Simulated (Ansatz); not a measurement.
# Lattice vibrations of SnGe3Te4 at Γ

Theory: DFT PBE, scalar-relativistic, plane waves, PAW (Ansatz). Settings: 420 eV plane-wave cutoff, Γ-centred 6×6×6 mesh, Gaussian smearing of 0.01 eV. No spin polarisation. Phonons by linear response, acoustic sum rule imposed.

Relaxed structure:
```
Sn Ge Te
1.0
     4.30431    2.48509    3.73508
    -4.30431    2.48509    3.73508
     0.00000   -4.97019    3.73508
Sn Ge Te
1 3 4
Direct
  0.50843 0.50843 0.50843
  0.98936 0.49013 0.98936
  0.49013 0.98936 0.98936
  0.98936 0.98936 0.49013
  0.52936 0.02069 0.52936
  0.02069 0.52936 0.52936
  0.02731 0.02731 0.02731
  0.52936 0.52936 0.02069
```

The cell was found from a structure generator's guess, not taken from experiment. Spin–orbit coupling is left out, which matters for heavy elements.

Task: Is this structure stable against zone-centre distortions?

Result: Yes, at Γ: no optical mode is imaginary. Strains and other wave vectors aren't tested by this run.

Task: List the optical modes at Γ (i marks imaginary ones).

Result:
```tsv
frequency (meV)	degeneracy
5.1	2
5.5	1
6.1	1
6.3	2
7.8	1
8.4	2
10.5	2
10.7	1
12.4	2
12.8	1
13.0	2
14.8	1
15.5	2
17.0	1
```
